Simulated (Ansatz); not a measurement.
Si3N4:
```
Si3N4
1.0
   -3.22121     3.22121     3.22121
    3.22121    -3.22121     3.22121
    3.22121     3.22121    -3.22121
N Si
8 6
Direct
  0.56248   0.56248   0.56248
  0.43752   0.50000   0.00000
  0.50000   0.00000   0.93752
  0.00000   0.43752   0.50000
  0.93752   0.50000   0.00000
  0.06248   0.06248   0.06248
  0.00000   0.93752   0.50000
  0.50000   0.00000   0.43752
  0.25000   0.12500   0.87500
  0.87500   0.25000   0.12500
  0.75000   0.37500   0.62500
  0.62500   0.75000   0.37500
  0.12500   0.87500   0.25000
  0.37500   0.62500   0.75000
```

Relaxed with r²SCAN.

### Question
Give the optical modes at the zone centre with their infrared and Raman activity from DFPT, r²SCAN in the plane-wave PAW code Ansatz.

### Answer
Transverse frequencies, without the LO–TO term; a row sums one degenerate level.

```csv
ω (cm⁻¹),degeneracy,IR ((D/Å)²/amu),Raman (Å⁴/amu),activity
291,3,0.75,0,IR
342,2,0.00,0.15,Raman
351,1,0.00,6.9,Raman
371,3,0.00,0,silent
393,3,40.51,1.6,IR+Raman
503,3,0.00,0,silent
564,1,0.00,0,silent
653,1,0.00,0,silent
675,3,0.00,0,silent
690,3,0.02,3.1,IR+Raman
836,3,398.82,0.19,IR+Raman
839,2,0.00,15,Raman
873,3,0.00,0,silent
895,3,4.62,15,IR+Raman
926,3,0.00,0,silent
943,2,0.00,0.16,Raman
```

### Question
How high does the top mode go among those that the LO–TO term moves?

### Answer
1103 cm⁻¹ for q along x.

Space group I-43d. The workflow started from an entry of the Crystallography Open Database (COD), which files this formula under 4 space groups. It is not the phase usual at ambient conditions (space group No. 176). The cell was relaxed with r²SCAN under the symmetry of its start; its stability against distortions is not shown here.

Potentials: the earlier of the program's two PAW sets. The files were generated under PBE; for other functionals the program regenerates the frozen cores, and for LDA and PBEsol the local potential too.
